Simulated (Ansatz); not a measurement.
SnTe2 in space group R-3m (No. 166; Sn on 3a, Te on 6c) under volume change, plane-wave PAW PBE+D3(BJ) (Ansatz code), shape and atoms relaxed at each volume.

```tsv
V (Å³/atom)	E − E(relaxed) (meV/atom)	P (GPa)
27.740	39.2	5.03
28.655	16.4	3.06
29.569	(withheld)	(withheld)
30.484	0.0	0.00
31.398	3.4	-1.16
32.313	(withheld)	(withheld)
33.227	26.4	-2.69
```

**Question.** Complete the blanks.

**Answer.** 
- 29.569, E − E(relaxed) (meV/atom): 3.8
- 29.569, P (GPa): 1.39
- 32.313, E − E(relaxed) (meV/atom): 12.7
- 32.313, P (GPa): -2.07

**Question.** What does a third-order Birch–Murnaghan fit give for V₀, B₀ and B′?

**Answer.** V₀ = 30.48 Å³/atom, B₀ = 40.9 GPa, B′ = 5.8.

A made-up cell: these elements were put on the sites of a structure type; neither database checked (COD, Materials Project) lists it. Its standing as an ambient phase is unchecked. The cell was relaxed with PBE+D3(BJ) under the symmetry of its start; its stability against distortions is not shown here. Spin–orbit coupling is left out wherever it is not named.

Potentials: the earlier of the program's two PAW sets.
